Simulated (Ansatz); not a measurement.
Input and command of a calculation in Ansatz (plane waves; scalar-relativistic PAW potentials unless the input names others):

```yaml
crystal:
  lattice:
    - [4.0451339662, 0.0, 0.0]
    - [0.0, 4.0451339662, 0.0]
    - [0.0, 0.0, 4.201807246]
  atoms:
    - { symbol: Ba, position: [0.0, 0.0, 0.9863187693] }
    - { symbol: Ti, position: [0.5, 0.5, 0.4690806688] }
    - { symbol: O, position: [0.5, 0.5, 0.0378497747] }
    - { symbol: O, position: [0.5, 0.0, 0.5173753936] }
    - { symbol: O, position: [0.0, 0.5, 0.5173753936] }
  symmetry: { detect: false }
basis:
  ecutwfc: 420
kpoints:
  mp_grid: { grid: [8, 8, 6] }
hamiltonian:
  xc: pbe
scf:
  occupations: { method: gaussian, width: 0.05 }
output:
  forces: true
  eigenvalues: true
  stress: true
```

```bash
ansatz run input.yaml --threads 2 --pin off --max-ram 5120MiB --backend cpu --events-out ev --progress --plain --runs-dir out
```

Abridged log:
```
Pseudopotentials: kind: paw
Pseudopotential: Ba, paw, valence charge 10, recommended cutoff 420 eV (normal)
Pseudopotential: Ti, paw, valence charge 12, recommended cutoff 420 eV (normal)
Pseudopotential: O, paw, valence charge 6, recommended cutoff 420 eV (normal)
Functional definition: PBE
Crystal: 5 atoms, lattice volume = 68.755 Å³
Basis set: ecut = 420 eV, 1343 PW (Γ), exchange–correlation on 60×60×60 points (8 copies of the dense FFT grid, shifted against one another)
Bands: 25, of which v1, the nominal top of the filled ones, is band 20 counted from 1 (19 counted from 0)
Symmetry: 1 space group operations
k-points: 196 of 384 (time reversal used)
Initial density: superposition of atomic densities (neutral atoms: chi_scale 0, normalization atom), corrected by the library's trained network
Initial wavefunctions: pseudopotential atomic-orbital guess
Functional: x = pbe(κ = 0.804, μ = 0.21951497), c = pbe(β = 0.06672455)
SCF iter   1: F=—  HF=-10159.585103 eV  |F-HF|=—  |Δ(HF+E_count)|=         —  Δρ=1.46e-3  dr2=1.02e-3  ethr=1.77e-3  ⟨swp⟩=6.0  Hψ=24340  notcnv=0
SCF iter   2: F=—  HF=-10159.585503 eV  |F-HF|=—  |Δ(HF+E_count)|=   4.00e-4  Δρ=6.42e-4  dr2=1.93e-4  ethr=2.55e-6  ⟨swp⟩=2.0  Hψ=10244  notcnv=0
SCF iter   3: F=—  HF=-10159.585714 eV  |F-HF|=—  |Δ(HF+E_count)|=   2.11e-4  Δρ=1.35e-4  dr2=1.62e-5  ethr=4.82e-7  ⟨swp⟩=2.8  Hψ=8172  notcnv=0
automatic band count: iteration 3 solves 24 bands in place of 25: the levels show a gap, and the empty bands left out lie too high to hold charge; the band table lists the bands solved (type scf.n_extra_bands for more)
SCF iter   4: F=—  HF=-10159.585739 eV  |F-HF|=—  |Δ(HF+E_count)|=   2.57e-5  Δρ=3.17e-5  dr2=7.42e-7  ethr=4.04e-8  ⟨swp⟩=2.2  Hψ=8307  notcnv=0
SCF iter   5: F=-10159.585740 eV  HF=-10159.585740 eV  |F-HF|=1.63e-8  |Δ(HF+E_count)|=   3.74e-7  Δρ=1.17e-5  dr2=9.40e-8  ethr=1.85e-9  ⟨swp⟩=2.2  Hψ=8544  notcnv=0
SCF iter   6: F=-10159.585740 eV  HF=-10159.585740 eV  |F-HF|=2.27e-9  |Δ(HF+E_count)|=   1.31e-8  Δρ=4.24e-6  dr2=1.30e-8  ethr=2.35e-10  ⟨swp⟩=3.5  Hψ=18439  notcnv=0
SCF 1 converged in 6 iterations: F = -10159.585740 eV  dr2 = 1.30e-8
SCF converged after 6 iterations
Free energy (F): -10159.585740 eV
Harris-Foulkes:  -10159.585740 eV  (|F-HF|=2.27e-9)
Internal energy: -10159.585740 eV  (E = F + TS)
E sigma→0 (E₀):  -10159.585740 eV
Fermi energy:    10.439900 eV
--- Forces (eV/Å), atoms counted from 1 ---
  atom   1  Ba     0.00000002     0.00000001    -0.02194164
  atom   2  Ti     0.00000002    -0.00000007    -0.06042137
  atom   3  O     -0.00000001     0.00000004     0.14031550
  atom   4  O     -0.00000002     0.00000002    -0.02896461
  atom   5  O      0.00000001     0.00000000    -0.02896451
--- Stress (GPa, compression-positive) ---
       -5.110738       0.000000       0.000000
        0.000000      -5.110730       0.000000
        0.000000       0.000000      -2.725276
  P = ⅓ Tr σ = -4.3156 GPa (-43.156 kbar)
```

Apart from outputs and empty bands, the input differs from a reference run on usual settings in crystal.symmetry: not typed → {"detect": false}. The reference, at the same geometry (not necessarily relaxed), gave pressure -4.32 GPa, largest force 0.140 eV/Å, gap on the mesh 1.79 eV. This run converged in 6 SCF iterations (reference: 6) with an energy at zero smearing within 0.01 meV/atom of the reference's, pressure -4.32 GPa, largest force 0.140 eV/Å, gap on the mesh 1.79 eV.

The run took 16 s on 2 threads of Arm Neoverse V2, with other jobs on the host, peak memory 0.52 GiB.